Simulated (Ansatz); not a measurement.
A relaxed structure of CoPdO$_{2}$. Space group R-3m (No. 166). These are PBEsol (plane waves to 420 eV, PAW, scalar-relativistic; Ansatz, a quantum-chemistry and plane-wave program) values and carry that method's errors.

Space group R-3m, hexagonal axes (No. 166); a = b = 2.8148 Å, c = 17.6324 Å, α = β = 90.00°, γ = 120.00°

```tsv
atom	site	symmetry	x	y	z
Pd	3a	-3m	0.0000	0.0000	0.0000
Co	3b	-3m	0.0000	0.0000	0.5000
O	6c	3m	0.0000	0.0000	0.1126
```
(The calculation used a cell of 4 atoms; values per cell refer to that cell.)

For CoPdO2, the volume per atom is 10.08 Å³ and the band gap is zero (metallic). The magnetic moment comes out as zero (the starting moments vanished). The shortest distances is Co–O 1.88 Å; O–Pd 1.99 Å; O–O 2.51 Å; Pd–Pd 2.81 Å and the k-mesh is 17×17×17.

Band energies at high-symmetry points (eV from the Fermi level; labels of this space group; no spin-orbit coupling), from −5 eV up to 3.0 eV:

| point | energies |
|---|---|
| Γ | -4.15 -3.00 -3.00 -2.74 -2.74 -1.80 -1.80 -1.55 -1.55 -1.04 2.10 2.10 2.93 |
| T | -3.64 -3.64 -2.73 -2.73 -1.67 -1.67 -0.86 -0.86 -0.53 1.79 1.79 |
| H2 | -2.86 -2.59 -2.58 -2.11 -1.32 -1.18 -0.71 0.45 1.31 1.70 |
| H0 | -2.86 -2.59 -2.58 -2.11 -1.32 -1.18 -0.71 0.45 1.31 1.70 |
| L | -4.92 -4.56 -2.38 -1.64 -1.45 -1.04 -0.77 -0.42 0.76 1.33 1.65 |
| S0 | -2.79 -2.64 -2.57 -2.12 -1.33 -1.19 -0.69 0.44 1.32 1.67 |
| S2 | -2.79 -2.64 -2.57 -2.12 -1.33 -1.19 -0.69 0.44 1.32 1.67 |
| F | -4.60 -4.59 -4.49 -3.21 -1.94 -1.64 -1.03 -0.84 -0.42 0.14 1.98 2.09 |

No spin polarisation in the result: the starting moments vanished. The relaxed primitive cell holds an odd number of electrons. A magnetic state may lie lower. No Hubbard U is applied. A magnetic insulating state can be missed without it.

The run could not lose the symmetry of its start.

The first start was generated by placing the elements on the sites of a structure type. Materials Project lists a structure of CoPdO2 in the same space group, R-3m (No. 166); the sites were not compared with it, nor with measured phases.
